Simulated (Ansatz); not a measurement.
SiNi₃:
```xyz
4
Lattice="3.4664 0.0000 0.0000 0.0000 3.4664 0.0000 0.0000 0.0000 3.4664" Properties=species:S:1:pos:R:3 pbc="T T T"
Si     0.0000     0.0000     0.0000
Ni     0.0000     1.7332     1.7332
Ni     1.7332     0.0000     1.7332
Ni     1.7332     1.7332     0.0000
```

Relaxed with r²SCAN. Special points in fractions of this cell's reciprocal vectors: Γ (0.000, 0.000, 0.000); X (0.000, 0.500, 0.000); M (0.500, 0.500, 0.000); R (0.500, 0.500, 0.500).

Problem. List the band energies nearest the Fermi level at these points for plane-wave PAW r²SCAN (Ansatz code).

Solution. In eV from the Fermi level; about four levels below and three above (degenerate sets whole), none deeper than 8.9 eV; points with the same levels are listed once.

| k | below | above |
|---|---|---|
| Γ | -1.06 -1.06 -1.06 -0.76 -0.76 -0.36 | 0.06 0.06 0.06 |
| X | -1.41 -1.41 -1.28 -0.68 | 0.06 3.90 3.90 |
| M | -1.63 -1.63 -1.63 -1.21 -1.11 -1.00 | 0.69 0.69 6.09 |
| R | -0.61 -0.22 -0.22 -0.22 | 1.54 4.34 4.34 4.34 |

Space group Pm-3m (Cu3Au type). The cell was relaxed with r²SCAN under the symmetry of its start. No spin polarisation was allowed.

Potentials: the earlier of the program's two PAW sets.
